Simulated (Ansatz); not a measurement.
Cu₃Au (Cu3Au type), conventional cell a = b = c = 3.7805 Å, α = β = γ = 90.00°. The calculation uses the primitive cell of 4 atoms, to which meshes and values per cell refer.

The relaxed cell is deformed in two ways at once: its volume V is scaled, and at that volume it is stretched along z (the c axis of the conventional cell) so that c/a changes. Fractional atomic positions are held.

Level of theory: PBE (plane waves to 420 eV, PAW, scalar-relativistic; Ansatz, a program for electronic structure). k mesh 12×12×12 (Γ-centred), Fermi-Dirac smearing 0.05 eV. The energy includes the smearing's −TS. With partly filled bands, the response to shear is sensitive to the k mesh, so small differences along c/a are uncertain. Cu3Au is run without spin polarisation. Cu3Au was relaxed with its symmetry unable to fall. Spin-orbit coupling is left out, though Au is heavy. The last digit holds for this mesh only.

Changes of ΔE (kJ/mol of atoms) from the point V/V₀ = 1.000, (c/a)/(c/a)₀ = 1.000 when one coordinate moves alone (two changes are said to add if the coupling is within 5 % of the smaller one, nearly so within 20 %):

```csv
point,change
"V/V₀ = 1.000, (c/a)/(c/a)₀ = 0.880",1.77
"V/V₀ = 1.000, (c/a)/(c/a)₀ = 0.940",0.48
"V/V₀ = 0.920, (c/a)/(c/a)₀ = 1.000",4.40
"V/V₀ = 0.960, (c/a)/(c/a)₀ = 1.000",1.01
"V/V₀ = 1.040, (c/a)/(c/a)₀ = 1.000",0.85
"V/V₀ = 1.080, (c/a)/(c/a)₀ = 1.000",3.15
"V/V₀ = 1.000, (c/a)/(c/a)₀ = 1.060",0.57
"V/V₀ = 1.000, (c/a)/(c/a)₀ = 1.120",2.50
```

Q: What is the change at V/V₀ = 0.960, (c/a)/(c/a)₀ = 1.120, where both move, and how far is it from the sum?

A: The sum of the single changes is 1.01 + (2.50) = 3.51; the calculation gives 3.79, so the coupling contributes 0.28 (over 20 % of the smaller single change, not additive).

Q: What is the change at V/V₀ = 0.920, (c/a)/(c/a)₀ = 1.120, where both move, and how far is it from the sum?

A: The sum of the single changes is 4.40 + (2.50) = 6.90; the calculation gives 7.50, so the coupling contributes 0.60 (over 20 % of the smaller single change, not additive).

(A scan under strain: stresses follow from slopes of the energy per volume, elastic moduli from its curvatures.)
